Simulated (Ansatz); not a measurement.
Data:

Ag:
```cif
data_Ag
_chemical_formula_sum 'Ag1'
_space_group_name_H-M_alt 'P 1'
_space_group_IT_number 1
_cell_length_a 2.75062
_cell_length_b 2.75062
_cell_length_c 2.75062
_cell_angle_alpha 90.000
_cell_angle_beta 90.000
_cell_angle_gamma 90.000
loop_
_space_group_symop_operation_xyz
  'x, y, z'
loop_
_atom_site_label
_atom_site_type_symbol
_atom_site_fract_x
_atom_site_fract_y
_atom_site_fract_z
_atom_site_occupancy
Ag1 Ag 0.00000 0.00000 0.00000 1
```

This is the PBE-relaxed structure.

Q: All from PBE in the plane-wave PAW code Ansatz, unless another level is named. Predict the density of states at the Fermi level.

A: 0.27 states/eV per atom (mean over ±0.08 eV).

Q: And the gap with spin–orbit coupling?

A: none (metallic).

Space group Pm-3m (simple cubic). The cell is a constructed one: a structure type filled with these elements; neither database checked (COD, Materials Project) lists it. It is not the phase usual at ambient conditions (space group No. 225). The PBE relaxation kept the symmetry of its start; its stability against distortions is not shown here. The run is not spin-polarised. Scalar-relativistic: spin–orbit coupling is off unless named, which matters more the heavier the elements.

Potentials: the earlier of the program's two PAW sets.
